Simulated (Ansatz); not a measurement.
## TbP, first-principles data

TbP:
```
CELL_PARAMETERS angstrom
      0.00000     2.84954     2.84954
      2.84954     0.00000     2.84954
      2.84954     2.84954     0.00000
ATOMIC_POSITIONS crystal
  Tb 0.50000 0.50000 0.50000
  P  0.00000 0.00000 0.00000
```
The run is spin-polarised; directions of the spins, atom by atom: ↑ 0.

Space group Fm-3m (No. 225), rock salt; conventional cell a = 5.699 Å, b = 5.699 Å, c = 5.699 Å, α = 90.00°, β = 90.00°, γ = 90.00°.

Method: plane-wave PAW r²SCAN (Ansatz code). Structure relaxed to zero pressure with the same functional. Other levels are named where they apply.

**Cell and energy**

```json
{
  "volume_per_atom": "23.14 Å³",
  "density": "6.81 g/cm³"
}
```

**Electronic structure**

```json
{
 "electronic_character": "metallic (no gap)",
 "Density of states at the Fermi level": "0.05 states/eV per atom (mean over ±0.08 eV)"
}
```

**Magnetism**

```json
{
 "magnetic_order": "ferromagnetic",
 "net_moment": "3.00 μB per atom"
}
```

The first step of the workflow began from a Materials Project structure, measured or hypothetical; the Crystallography Open Database files this formula in space group No. 225, but the cells were not matched. Its standing as an ambient phase is unchecked. Symmetry was held in the r²SCAN relaxation; its stability against distortions is not shown here. The final state is ferromagnetic, chosen from 3 collinear starts compared on coarse meshes (ties went to the first, and starts can fall back to one state), not a proven ground state. Caveat: open 4f shells can settle in a state that is not the lowest. Other orbital occupations within this spin state were not tried. No Hubbard U is applied. Point labels and valley counts follow the cell and symmetry of the run, lower than the named group. Scalar-relativistic: spin–orbit coupling is off unless named, which matters more the heavier the elements.

Potentials: the later of the program's two PAW sets.
